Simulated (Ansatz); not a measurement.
Bi₂S₃: gradients before and after relaxing the atoms

Start: an entry of the Crystallography Open Database (COD; perhaps a calculated or model structure).

```
CELL_PARAMETERS angstrom
11.30500 0.00000 0.00000
0.00000 3.98100 0.00000
0.00000 0.00000 11.14700
ATOMIC_POSITIONS crystal
Bi 0.51650 0.25000 0.17480
Bi 0.98350 0.75000 0.67480
Bi 0.01650 0.25000 0.32520
Bi 0.48350 0.75000 0.82520
Bi 0.65960 0.75000 0.46550
Bi 0.84040 0.25000 0.96550
Bi 0.15960 0.75000 0.03450
Bi 0.34040 0.25000 0.53450
S 0.62300 0.75000 0.05750
S 0.87700 0.25000 0.55750
S 0.12300 0.75000 0.44250
S 0.37700 0.25000 0.94250
S 0.71530 0.25000 0.30630
S 0.78470 0.75000 0.80630
S 0.21530 0.25000 0.19370
S 0.28470 0.75000 0.69370
S 0.45080 0.75000 0.37300
S 0.04920 0.25000 0.87300
S 0.95080 0.75000 0.12700
S 0.54920 0.25000 0.62700
```

Atom numbers follow the list; atoms alike are taken as one site, whose name carries the number of the first.

Computed with Ansatz: DFT, PBE, plane waves and PAW, scalar-relativistic, 420 eV cutoff, Γ-centred 3×7×3 k-points, Fermi–Dirac smearing 0.02 eV.

The largest force at the start is 0.34 eV/Å. Relaxing the ions at fixed cell moves them by 0.047 Å at most (atom 6, Bi) and 0.034 Å rms.

```
site  atom  moved (Å)   first shell before    first shell after  V_zz before (10²¹ V/m²)  η before
 Bi1     1      0.046   7 S at 2.67–3.41 Å   7 S at 2.70–3.35 Å                   -10.74      0.85
 Bi5     5      0.047   7 S at 2.58–3.32 Å   7 S at 2.63–3.29 Å                    -25.8      0.04
  S9     9      0.018  5 Bi at 2.67–3.32 Å  5 Bi at 2.70–3.29 Å                    -9.42      0.24
 S13    13      0.015  3 Bi at 2.68–2.74 Å  3 Bi at 2.73–2.75 Å                    -2.75      0.41
 S17    17      0.027  5 Bi at 2.58–3.07 Å  5 Bi at 2.63–3.03 Å                     4.78      0.82
```

**Question.** What are V_zz and η after the relaxation?

**Answer.** 

```json
{"site": "Bi1", "atom": "1", "V_zz after": "-7.07", "η after": "1.00", "change of V_zz": "+3.67"}
{"site": "Bi5", "atom": "5", "V_zz after": "-18.42", "η after": "0.09", "change of V_zz": "+7.36"}
{"site": "S9", "atom": "9", "V_zz after": "-8.67", "η after": "0.13", "change of V_zz": "+0.75"}
{"site": "S13", "atom": "13", "V_zz after": "-2.53", "η after": "0.30", "change of V_zz": "+0.22"}
{"site": "S17", "atom": "17", "V_zz after": "3.96", "η after": "1.00", "change of V_zz": "-0.82"}
```

The largest change of V_zz is on Bi5, from -25.8 to -18.42. In per cent, |V_zz| changes by -34 to -29 on Bi, -17 to -8 on S (all sites that start above 0.5). Where |V_zz| stays above 0.1, η moves most on S17, from 0.82 to 1.00.

Spin–orbit coupling is left out, which shifts gradients on Bi by a few per cent, and by more where contributions nearly cancel.
